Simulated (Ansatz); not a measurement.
Values for one crystal, relaxed and computed with plane-wave PAW r²SCAN (Ansatz code); other levels are named.

| Item | Value |
|---|---|
| Volume per atom | 8.25 Å³ |
| Band gap | 4.03 eV (smallest direct gap 4.05 eV) |
| Formation energy from the elements (no fitted shifts) | -1.11 eV/atom |
| HSE06 gap on the r²SCAN cell | 4.76 eV |
| Conduction-band minimum | at Γ |
| Pressure derivative B′ | 4.1 |
| Electron effective mass, band 3 of 3 at the edge | 0.33 along [100], 0.33 along [110], 0.36 along [111] (mₑ) |

### Question
Which of these materials gives this?
A) HfSiO4, I4_1/amd (O on 16h, Si on 4b, Hf on 4a)
B) SiO2, R-3m (Si on 3a, O on 6c)
C) Si3N4, Fd-3m (Si on 16c, Si on 8b, N on 32e)
D) GdBr3, C2/m (Gd on 4g, Br on 4i, Br on 8j)

### Answer
C, Si3N4, Fd-3m (Si on 16c, Si on 8b, N on 32e)

The cell was relaxed with r²SCAN under the symmetry of its start. The references are the lowest solids computed at this level, not always the standard phases (solids in place of the gases).

Potentials: the later of the program's two PAW sets.
